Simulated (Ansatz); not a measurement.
ScAl3 (Cu3Au type)

```
CELL_PARAMETERS angstrom
      4.10550     0.00000     0.00000
      0.00000     4.10550     0.00000
      0.00000     0.00000     4.10550
ATOMIC_POSITIONS crystal
  Al 0.00000 0.50000 0.50000
  Al 0.50000 0.50000 0.00000
  Al 0.50000 0.00000 0.50000
  Sc 0.00000 0.00000 0.00000
```

In this cell atom 1 (Al, nearest neighbour Al at 2.903 Å; its periodic images, 4.1 Å or more away, move with it) is moved by s along Cartesian [111], unit vector (0.577, 0.577, 0.577); all other atoms and the cell stay fixed.

Computed with PBE (plane waves to 420 eV, PAW, scalar-relativistic; Ansatz, a quantum-chemistry and plane-wave program). k mesh 9×9×9 (Γ-centred), Fermi-Dirac smearing 0.05 eV. E stands for the smeared free energy. With partly filled bands, energies and forces of such displacements shift with the k mesh and the smearing. ScAl3 is run without spin polarisation. ScAl3 was relaxed with its symmetry unable to fall. ΔE is measured from the undisplaced structure. The last digit holds for this mesh only.

| s (Å) | ΔE (meV/cell) |
|---|---|
| -0.290 | 246.0 |
| -0.232 | 155.0 |
| -0.174 | 86.2 |
| -0.116 | withheld |
| -0.058 | 9.4 |
| 0.000 | 0.0 |
| 0.058 | 9.4 |
| 0.116 | withheld |
| 0.174 | 86.2 |
| 0.232 | 155.0 |
| 0.290 | 246.0 |

Task: Fit an even polynomial form (powers 2, 4) to the given rows and predict ΔE at s = -0.116.

Result: Least squares on the 9 given rows: ΔE = (2801)·s² + (1472)·s⁴, in meV/cell with s in Å; root-mean-square residual 0.03 meV/cell. At -0.116 the fit gives 38.0 meV/cell; the calculation gives 38.0 meV/cell, the same to the digits shown. The quadratic term alone would give 37.7 meV/cell.

(A displaced cell: forces are minus the slopes of the energy, force constants its curvatures, and phonons follow from these.)
